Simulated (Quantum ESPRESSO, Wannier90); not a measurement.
**Wannierisation of CsSnI3 (cubic perovskite)**

Cell from Materials Project (mp-614013), symmetrised, no further relaxation. COD (Crystallography Open Database) records the formula in this space group. Ideal cubic forms of this type are often high-temperature phases that distort on cooling; symmetry holds the cell here, and its stability was not tested. Method: PBEsol plane waves in Quantum ESPRESSO 7.5 (PseudoDojo norm-conserving files, 58 Ry, spinors with spin-orbit coupling), Bloch states on a 4×4×4 mesh through Γ, Wannier90 4.0.1. Density: 6×6×6 mesh, cold smearing 0.01 Ry. With spin-orbit coupling a semilocal functional can close or falsely invert a small gap; the band order was not checked against a better method.

On the energy scale of pw.x, whose zero is arbitrary, the Fermi level lies at 3.80 eV.

Input w.win:

```
num_bands = 4
num_wann = 4
exclude_bands = 5-72
spinors = true
num_iter = 800
conv_tol = 1.0e-6
conv_window = 4
write_hr = true
write_u_matrices = true
auto_projections = true
begin unit_cell_cart
ang
    6.2862300000    0.0000000000    0.0000000000
    0.0000000000    6.2862300000    0.0000000000
    0.0000000000    0.0000000000    6.2862300000
end unit_cell_cart
begin atoms_frac
Cs   0.5000000000  0.5000000000  0.5000000000
Sn   0.0000000000  0.0000000000  0.0000000000
I    0.5000000000  0.0000000000  0.0000000000
I    0.0000000000  0.5000000000  0.0000000000
I    0.0000000000  0.0000000000  0.5000000000
end atoms_frac
mp_grid = 4 4 4
begin kpoints
0.0000000000 0.0000000000 0.0000000000
0.0000000000 0.0000000000 0.2500000000
0.0000000000 0.0000000000 0.5000000000
... (61 more lines: the 4x4x4 mesh through Gamma)
end kpoints
```

Input of pw2wannier90.x that gives the overlap and projection files (equivalent; here they were cut from one run over all bands):

```
&inputpp
  outdir = './out'
  prefix = 'pwscf'
  seedname = 'w'
  write_amn = .true.
  write_mmn = .true.
  scdm_proj = .true.
  scdm_entanglement = 'isolated'
/
```

Output w.wout (banner and timings cut):

```
                                    ------
                                    SYSTEM
                                    ------

                              Lattice Vectors (Ang)
                    a_1     6.286230   0.000000   0.000000
                    a_2     0.000000   6.286230   0.000000
                    a_3     0.000000   0.000000   6.286230

                   Unit Cell Volume:     248.41099  (Ang^3)

                        Reciprocal-Space Vectors (Ang^-1)
                    b_1     0.999516   0.000000   0.000000
                    b_2     0.000000   0.999516   0.000000
                    b_3     0.000000   0.000000   0.999516

 *----------------------------------------------------------------------------*
 |   Site       Fractional Coordinate          Cartesian Coordinate (Ang)     |
 +----------------------------------------------------------------------------+
 | cs   1   0.50000   0.50000   0.50000   |    3.14311   3.14311   3.14311    |
 | sn   1   0.00000   0.00000   0.00000   |    0.00000   0.00000   0.00000    |
 | i    1   0.50000   0.00000   0.00000   |    3.14311   0.00000   0.00000    |
 | i    2   0.00000   0.50000   0.00000   |    0.00000   3.14311   0.00000    |
 | i    3   0.00000   0.00000   0.50000   |    0.00000   0.00000   3.14311    |
 *----------------------------------------------------------------------------*
                                ------------
                                K-POINT GRID
                                ------------

             Grid size =  4 x  4 x  4      Total points =   64

 *---------------------------------- MAIN ------------------------------------*
 |  Number of Wannier Functions               :                 4             |
 |  Number of Objective Wannier Functions     :                 4             |
 |  Number of input Bloch states              :                 4             |
 |  Output verbosity (1=low, 5=high)          :                 1             |
 |  Timing Level (1=low, 5=high)              :                 1             |
 |  Optimisation (0=memory, 3=speed)          :                 3             |
 |  Length Unit                               :               Ang             |
 |  Post-processing setup (write *.nnkp)      :                 F             |
 |  Using Gamma-only branch of algorithms     :                 F             |
 *----------------------------------------------------------------------------*
 *------------------------------- WANNIERISE ---------------------------------*
 |  Total number of iterations                :               800             |
 |  Number of CG steps before reset           :                 5             |
 |  Trial step length for line search         :             2.000             |
 |  Convergence tolerence                     :         0.100E-05             |
 |  Convergence window                        :                 4             |
 |  Iterations between writing output         :                 1             |
 |  Iterations between backing up to disk     :               100             |
 |  Write r^2_nm to file                      :                 F             |
 |  Write xyz WF centres to file              :                 F             |
 |  Write on-site energies <0n|H|0n> to file  :                 F             |
 |  Use guiding centre to control phases      :                 F             |
 |  Use phases for initial projections        :                 F             |
 *----------------------------------------------------------------------------*
 *-------------------------------- PLOTTING ----------------------------------*
 |  Plotting Hamiltonian in WF basis          :                 T             |
 *----------------------------------------------------------------------------*

 *---------------------------------- K-MESH ----------------------------------*
 +----------------------------------------------------------------------------+
 |                    Distance to Nearest-Neighbour Shells                    |
 |                    ------------------------------------                    |
 |          Shell             Distance (Ang^-1)          Multiplicity         |
 |          -----             -----------------          ------------         |
 |             1                   0.249879                      6            |
 |             2                   0.353382                     12            |
 |             3                   0.432803                      8            |
 |             4                   0.499758                      6            |
 |             5                   0.558746                     24            |
 |             6                   0.612076                     24            |
 |             7                   0.706764                     12            |
 |             8                   0.749637                     30            |
       ... (lines left out)
 +----------------------------------------------------------------------------+
 | The b-vectors are chosen automatically                                     |
 | The following shells are used:                       1                     |
 +----------------------------------------------------------------------------+
 |                        Shell   # Nearest-Neighbours                        |
 |                        -----   --------------------                        |
 |                          1               6                                 |
 +----------------------------------------------------------------------------+
 | Completeness relation is fully satisfied [Eq. (B1), PRB 56, 12847 (1997)]  |
 +----------------------------------------------------------------------------+
 |                  b_k Vectors (Ang^-1) and Weights (Ang^2)                  |
 |                  ----------------------------------------                  |
 |            No.         b_k(x)      b_k(y)      b_k(z)        w_b           |
 |            ---        --------------------------------     --------        |
 |             1         0.000000    0.000000    0.249879     8.007755        |
 |             2         0.000000    0.249879    0.000000     8.007755        |
 |             3         0.249879    0.000000    0.000000     8.007755        |
 |             4         0.000000    0.000000   -0.249879     8.007755        |
 |             5         0.000000   -0.249879    0.000000     8.007755        |
 |             6        -0.249879    0.000000    0.000000     8.007755        |
 +----------------------------------------------------------------------------+
 |                           b_k Directions (Ang^-1)                          |
 |                           -----------------------                          |
 |            No.           x           y           z                         |
 |            ---        --------------------------------                     |
 |             1         0.000000    0.000000    0.249879                     |
 |             2         0.000000    0.249879    0.000000                     |
 |             3         0.249879    0.000000    0.000000                     |
 +----------------------------------------------------------------------------+

 Starting a new Wannier90 calculation ...

 Reading overlaps from w.mmn

 Reading projections from w.amn

 *------------------------------- WANNIERISE ---------------------------------*
 +--------------------------------------------------------------------+<-- CONV
 | Iter  Delta Spread     RMS Gradient      Spread (Ang^2)            |<-- CONV
 +--------------------------------------------------------------------+<-- CONV

 ------------------------------------------------------------------------------
 Initial State
  WF centre and spread    1  ( -0.000000, -0.000000,  0.000000 )     0.41922578
  WF centre and spread    2  ( -0.000000, -0.000000,  0.000000 )     0.41927597
  WF centre and spread    3  (  0.000000, -0.000000,  0.000000 )     0.41927602
  WF centre and spread    4  (  0.000000,  0.000000, -0.000000 )     0.41922714
  Sum of centres and spreads ( -0.000000,  0.000000,  0.000000 )     1.67700492

      0     0.168E+01     0.0000000000        1.6770049182  <-- CONV
        O_D=      0.0000006 O_OD=      0.0004718 O_TOT=      1.6770049 <-- SPRD
 ------------------------------------------------------------------------------
      1    -0.320E-05     0.0042965818        1.6770017190  <-- CONV
        O_D=      0.0000000 O_OD=      0.0004692 O_TOT=      1.6770017 <-- SPRD
      2    -0.340E-06     0.0013869813        1.6770013785  <-- CONV
        O_D=      0.0000000 O_OD=      0.0004689 O_TOT=      1.6770014 <-- SPRD
      3    -0.118E-06     0.0007943435        1.6770012607  <-- CONV
        O_D=      0.0000000 O_OD=      0.0004687 O_TOT=      1.6770013 <-- SPRD
      4    -0.289E-07     0.0004102254        1.6770012318  <-- CONV
        O_D=      0.0000000 O_OD=      0.0004687 O_TOT=      1.6770012 <-- SPRD
      5    -0.647E-08     0.0001883898        1.6770012253  <-- CONV
        O_D=      0.0000000 O_OD=      0.0004687 O_TOT=      1.6770012 <-- SPRD
             <<<     Delta < 1.000E-06  over  4 iterations     >>>
             <<< Wannierisation convergence criteria satisfied >>>
 Final State
  WF centre and spread    1  ( -0.000000, -0.000000,  0.000000 )     0.41922459
  WF centre and spread    2  ( -0.000000,  0.000000,  0.000000 )     0.41927520
  WF centre and spread    3  ( -0.000000,  0.000000, -0.000000 )     0.41927520
  WF centre and spread    4  ( -0.000000,  0.000000, -0.000000 )     0.41922623
  Sum of centres and spreads ( -0.000000,  0.000000,  0.000000 )     1.67700123

         Spreads (Ang^2)       Omega I      =     1.676532514
        ================       Omega D      =     0.000000001
                               Omega OD     =     0.000468710
    Final Spread (Ang^2)       Omega Total  =     1.677001225
```
